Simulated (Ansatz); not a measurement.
Calculated quadrupolar parameters for MgH6Br2N2

The cell is a Materials Project structure (computed, not necessarily an observed phase), atoms as given.

Space group Pnma (No. 62); a = 6.0121, b = 8.0468, c = 12.0061 Å.

```
site  Wyckoff  site symmetry       x       y       z
  Mg       4c            .m.  0.5010  0.7500  0.4999
  H5       4c            .m.  0.2918  0.7500  0.7044
  H9       8d              1  0.1358  0.8511  0.6150
 H17       4c            .m.  0.9137  0.7500  0.3984
 H21       8d              1  0.7392  0.8506  0.3184
  Br       8d              1  0.2217  0.9992  0.8868
 N37       4c            .m.  0.2392  0.7500  0.6230
 N41       4c            .m.  0.7519  0.7500  0.3709
```

One atom of each set is listed.

Computed with Ansatz: DFT, PBE, plane waves and PAW, scalar-relativistic, 420 eV cutoff, Γ-centred 5×4×3 k-points, Fermi–Dirac smearing 0.02 eV.

V_zz is the principal component of the electric field gradient with the largest magnitude, η = (V_xx − V_yy)/V_zz and C_Q = eQV_zz/h.

²⁵Mg: I = 5/2, Q = 199.4 mb; 2H: I = 1, Q = 2.858 mb; Br-81: I = 3/2, Q = 257.9 mb; ¹⁴N: I = 1, Q = 20.44 mb. Nuclear quadrupole moments: year-2017 set (Pyykkö).

| site | atoms | first shell | V_xx, V_yy, V_zz (10²¹ V/m²) | η | C_Q (MHz) |
| --- | --- | --- | --- | --- | --- |
| Mg | 4 | 2 N at 2.16 Å, 4 Br at 2.76–2.78 Å | 1.62, 1.86, -3.48 | 0.07 | -16.8 |
| H5 | 4 | 1 N at 1.03 Å | -1.57, -1.81, 3.38 | 0.07 | 0.234 |
| H9 | 8 | 1 N at 1.03 Å | -1.51, -1.81, 3.32 | 0.09 | 0.229 |
| H17 | 4 | 1 N at 1.03 Å | -1.58, -1.80, 3.39 | 0.07 | 0.234 |
| H21 | 8 | 1 N at 1.03 Å | -1.51, -1.80, 3.32 | 0.09 | 0.229 |
| Br | 8 | 2 Mg at 2.76–2.78 Å, angle 93° | 3.87, 6.26, -10.13 | 0.24 | -63.2 |
| N37 | 4 | 3 H at 1.03 Å, 1 Mg at 2.16 Å | 2.94, 3.06, -6.00 | 0.02 | -2.97 |
| N41 | 4 | 3 H at 1.03 Å, 1 Mg at 2.16 Å | 2.88, 3.02, -5.90 | 0.02 | -2.92 |

At H5, H9, H17 and H21 V_zz points along its bond to N (within 2°) in each case. At Br V_zz stands upright on the plane of its two bonds (within 1°).

The lattice is static: at room temperature NH₃ may turn and average the couplings of its hydrogen.
